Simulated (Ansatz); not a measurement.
According to DFT-r²SCAN in the program Ansatz with PAW potentials, ScAlN$_{2}$ in the trigonal phase (P3m1; Sc on 1b, N on 1b, Al on 1c, N on 1c) relaxes to a = 3.323 Å, c = 5.169 Å. Al has 4 nearest neighbours from 1.88 Å (tetrahedral); N on 1c has 4 nearest neighbours from 1.88 Å (tetrahedral). Its formation energy from the elements is -1.65 eV/atom, with no fitted shifts.

It is gapped at this level: 3.60 eV (direct). The valence maximum lies at H and the conduction minimum at H (2 equivalent valleys). HSE06 on the same cell gives 4.46 eV. Electrons at the band edge weigh 0.54, 0.54, 14 mₑ (principal values). The hole mass is 3.5, 3.5, 15 mₑ (principal values).

The relaxed-ion elastic constants in GPa are C11 = 279, C12 = 122, C13 = 131, C14 = -3.7, C33 = 207, C44 = 73.5. The elastic constants imply a Debye temperature near 655 K. Bader charges are Sc +1.87, N -2.33 to -1.99, Al +2.46 e.

The start of the workflow was typed in or built on a structure type; neither database checked (COD, Materials Project) lists it. Its standing as an ambient phase is unchecked. The r²SCAN relaxation kept the symmetry of its start; its stability against distortions is not shown here. The run is not spin-polarised. The references are the lowest solids computed at this level, not always the standard phases (solids in place of the gases).

Potentials: the earlier of the program's two PAW sets.
